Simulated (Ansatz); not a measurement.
Here is the system:

Relaxed MoSi2 (MoSi2 type, space group I4/mmm):

```
CELL_PARAMETERS angstrom
     -3.21701     3.21701     7.87321
      0.00000     0.00000     7.87321
      1.60850     1.60850    -3.93661
ATOMIC_POSITIONS crystal
  Mo 0.00000 0.00000 0.00000
  Mo 0.50000 0.00000 0.00000
  Si 0.00000 0.33511 0.00000
  Si 0.50000 0.33511 0.00000
  Si 0.00000 0.66489 0.00000
  Si 0.50000 0.66489 0.00000
```

The atoms are displaced by Q × the pattern below (from a DFPT mode at X = (0.5, 0.5, 0.0), largest move 1; Q in Å), at fixed cell. (q is in reciprocal vectors of the primitive cell; the cell shown is doubled to hold the pattern.)

```
atom       x       y      z
----  ------  ------  -----
Mo1    0.105  -0.105  0.000
Mo2   -0.105   0.105  0.000
Si3    0.707  -0.707  0.000
Si4   -0.707   0.707  0.000
Si5    0.707  -0.707  0.000
Si6   -0.707   0.707  0.000
```

Calculation: PBE (plane waves to 420 eV, PAW, scalar-relativistic; Ansatz, a quantum-chemistry and plane-wave program). k mesh 20×20×20 (Γ-centred), Fermi-Dirac smearing 0.05 eV. E stands for the smeared free energy. With partly filled bands, energies and forces of such displacements shift with the k mesh and the smearing. MoSi2 is run without spin polarisation. MoSi2 was relaxed with its symmetry unable to fall. The PAW data are Ansatz's earlier set. ΔE is measured from the undisplaced structure.

The scan covers Q from -0.280 to 0.280 Å in 13 points.

### Question
Is this a single well or a double well?

### Answer
A single well with its minimum at or next to zero displacement.

### Question
Which space group does the distorted structure have?

### Answer
Cmme (No. 67), lowered from I4/mmm.

### Question
What is the energy change at Q = 0.280 Å?

### Answer
2686 meV/cell.

### Question
What harmonic wavenumber does the curvature at Q = 0 give?

### Answer
373 cm⁻¹.

(For displaced atoms, the force is minus the slope of the energy, and its curvature is a force constant, which sets phonon frequencies.)
